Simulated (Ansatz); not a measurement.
CuAu in space group R-3m (No. 166; Cu on 3b, Au on 3a) under volume change, the program Ansatz at the PBEsol level (PAW), shape and atoms relaxed at each volume.

```
V (Å³/atom)  E − E(relaxed) (meV/atom)  P (GPa)
-----------  -------------------------  -------
13.192                            74.3    20.26
13.627                            30.7    12.14
14.062                             7.1     5.45
14.497                             0.0     0.00
14.932                             6.3    -4.46
15.367                            23.6    -8.17
15.802                            50.0   -11.18
```

Question: What does a third-order Birch–Murnaghan fit give for V₀, B₀ and B′?

Answer: V₀ = 14.50 Å³/atom, B₀ = 165 GPa, B′ = 5.6.

The first step of the workflow began from a Materials Project structure, measured or hypothetical; the Crystallography Open Database copy checked does not list it. It is not the phase usual at ambient conditions (space group No. 123). The cell was relaxed with PBEsol under the symmetry of its start; whether a distortion lowers the energy is not shown. The run is not spin-polarised. Scalar-relativistic: spin–orbit coupling is off unless named, which matters more the heavier the elements.

Potentials: the later of the program's two PAW sets.
